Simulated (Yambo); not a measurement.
# Optical response of TiTl$_{2}$F$_{6}$

```xyz
9
Lattice="5.9191 0.0000 0.0000 -2.9595 5.1261 0.0000 0.0000 0.0000 4.7642" Properties=species:S:1:pos:R:3 pbc="T T T"
F      4.5677     0.7802     3.7109
F     -1.6081     4.3458     1.0533
F      2.9595     3.5656     3.7109
F      0.0000     1.5605     1.0533
F      1.3514     0.7802     3.7109
F      1.6081     4.3458     1.0533
Ti     0.0000     0.0000     0.0000
Tl     2.9595     1.7087     1.4892
Tl     0.0000     3.4174     3.2750
```

Yambo, RPA with local fields on LDA bands; 3×3×4 mesh, 124 bands, 3 Ry local-field block, 0.2 eV broadening; field along z.

```json
[
 {"E (eV)": "0.0", "Im ε": "0.00", "Re ε": "3.04", "Im ε, independent particles": "0.00"},
 {"E (eV)": "0.5", "Im ε": "0.01", "Re ε": "3.05", "Im ε, independent particles": "0.01"},
 {"E (eV)": "1.0", "Im ε": "0.01", "Re ε": "3.08", "Im ε, independent particles": "0.02"},
 {"E (eV)": "1.5", "Im ε": "0.02", "Re ε": "3.12", "Im ε, independent particles": "0.03"},
 {"E (eV)": "2.0", "Im ε": "0.03", "Re ε": "3.18", "Im ε, independent particles": "0.05"},
 {"E (eV)": "2.5", "Im ε": "0.04", "Re ε": "3.27", "Im ε, independent particles": "0.08"},
 {"E (eV)": "3.0", "Im ε": "0.07", "Re ε": "3.41", "Im ε, independent particles": "0.11"},
 {"E (eV)": "3.5", "Im ε": "0.11", "Re ε": "3.61", "Im ε, independent particles": "0.20"},
 {"E (eV)": "4.0", "Im ε": "0.32", "Re ε": "3.93", "Im ε, independent particles": "0.62"},
 {"E (eV)": "4.5", "Im ε": "0.37", "Re ε": "4.02", "Im ε, independent particles": "0.72"},
 {"E (eV)": "5.0", "Im ε": "0.71", "Re ε": "4.82", "Im ε, independent particles": "1.78"},
 {"E (eV)": "5.5", "Im ε": "2.31", "Re ε": "4.96", "Im ε, independent particles": "5.59"},
 {"E (eV)": "6.0", "Im ε": "3.31", "Re ε": "3.93", "Im ε, independent particles": "5.02"},
 {"E (eV)": "6.5", "Im ε": "2.82", "Re ε": "3.31", "Im ε, independent particles": "4.03"},
 {"E (eV)": "7.0", "Im ε": "3.34", "Re ε": "2.66", "Im ε, independent particles": "4.11"},
 {"E (eV)": "7.5", "Im ε": "3.04", "Re ε": "1.93", "Im ε, independent particles": "3.97"},
 {"E (eV)": "8.0", "Im ε": "2.94", "Re ε": "2.02", "Im ε, independent particles": "4.09"},
 {"E (eV)": "8.5", "Im ε": "3.15", "Re ε": "1.42", "Im ε, independent particles": "4.18"},
 {"E (eV)": "9.0", "Im ε": "3.15", "Re ε": "0.64", "Im ε, independent particles": "2.92"},
 {"E (eV)": "9.5", "Im ε": "2.27", "Re ε": "0.13", "Im ε, independent particles": "2.20"},
 {"E (eV)": "10.0", "Im ε": "1.61", "Re ε": "0.30", "Im ε, independent particles": "1.55"},
 {"E (eV)": "10.5", "Im ε": "1.38", "Re ε": "0.14", "Im ε, independent particles": "1.17"},
 {"E (eV)": "11.0", "Im ε": "1.23", "Re ε": "0.53", "Im ε, independent particles": "0.86"},
 {"E (eV)": "11.5", "Im ε": "0.82", "Re ε": "0.28", "Im ε, independent particles": "0.82"},
 {"E (eV)": "12.0", "Im ε": "0.54", "Re ε": "0.69", "Im ε, independent particles": "0.67"},
 {"E (eV)": "12.5", "Im ε": "0.37", "Re ε": "0.88", "Im ε, independent particles": "0.50"},
 {"E (eV)": "13.0", "Im ε": "0.43", "Re ε": "1.30", "Im ε, independent particles": "0.85"},
 {"E (eV)": "13.5", "Im ε": "0.72", "Re ε": "1.54", "Im ε, independent particles": "1.43"},
 {"E (eV)": "14.0", "Im ε": "0.72", "Re ε": "1.43", "Im ε, independent particles": "1.36"},
 {"E (eV)": "14.5", "Im ε": "0.91", "Re ε": "1.44", "Im ε, independent particles": "1.49"},
 {"E (eV)": "15.0", "Im ε": "1.05", "Re ε": "1.36", "Im ε, independent particles": "1.54"},
 {"E (eV)": "15.5", "Im ε": "0.92", "Re ε": "1.32", "Im ε, independent particles": "1.66"},
 {"E (eV)": "16.0", "Im ε": "0.96", "Re ε": "1.33", "Im ε, independent particles": "1.93"},
 {"E (eV)": "16.5", "Im ε": "1.06", "Re ε": "1.45", "Im ε, independent particles": "1.57"},
 {"E (eV)": "17.0", "Im ε": "1.65", "Re ε": "1.70", "Im ε, independent particles": "0.96"},
 {"E (eV)": "17.5", "Im ε": "1.73", "Re ε": "0.38", "Im ε, independent particles": "0.83"},
 {"E (eV)": "18.0", "Im ε": "0.96", "Re ε": "0.37", "Im ε, independent particles": "0.82"},
 {"E (eV)": "18.5", "Im ε": "0.76", "Re ε": "0.58", "Im ε, independent particles": "0.74"},
 {"E (eV)": "19.0", "Im ε": "0.63", "Re ε": "0.80", "Im ε, independent particles": "0.65"},
 {"E (eV)": "19.5", "Im ε": "0.73", "Re ε": "0.85", "Im ε, independent particles": "0.80"},
 {"E (eV)": "20.0", "Im ε": "0.65", "Re ε": "0.77", "Im ε, independent particles": "0.70"}
]
```

Peak heights and small wiggles depend on the k mesh. Convergence of the RPA response with its 3×3×4 mesh was not tested. No excitonic effects at this level.

Spin-orbit coupling is left out; with 6p states at a band edge it can lower the gap by many tenths of an eV, most of a small gap.

Geometry of the Materials Project entry, not relaxed at this level.

The structure is a Materials Project entry; no match was found in the copy of COD used, and its stability was not checked.
